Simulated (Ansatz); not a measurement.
# Barrier of one jump, Ag in Si

These are results of DFT r2SCAN, scalar-relativistic, plane waves, PAW (Ansatz 0.2.0), not measurements. Run with 500 eV cutoff, 2×2×2 k-mesh, Gaussian smearing of 0.02 eV, no spin polarisation.

Host crystal, relaxed:

```
Si
1.0
     0.00000    2.72185    2.72185
     2.72185    0.00000    2.72185
     2.72185    2.72185    0.00000
Si
2
Direct
  0.75000 0.75000 0.75000
  0.50000 0.50000 0.50000
```

In a supercell of 16 host sites with charge +1, interstitial Ag hops to an equivalent place, moving 2.20 Å between the relaxed ends. Climbing-image nudged elastic band at fixed cell with images 0 (start) to 6 (end), the path measured over all atoms, converged to 0.05 eV/Å; the order of the saddle wasn't checked, and the small cell leaves errors of about a tenth of an eV.

Supercell rows in host cell vectors: 0 -2 2; 0 0 2; -2 0 2. Ag was set at (0.000, 0.000, 0.000) of the host cell.

At the relaxed start Ag has 1 Si at 2.41 Å, 2 Si at 2.46 Å, 1 Si at 2.47 Å, 1 Si at 2.64 Å, 1 Si at 2.65 Å, 1 Si at 2.67 Å, 1 Si at 2.90 Å, 1 Si at 2.91 Å, 1 Si at 2.93 Å.

Task: What barrier does the band give, and what surrounds the atom at the top?

Result: 0.12 eV at image 3, where Ag has 4 Si at 2.43 Å, 2 Si at 2.44 Å.

Cost: 1 run of about 8.5 core-minutes, on Intel Xeon 6975P-C (Granite Rapids) (shared hosts).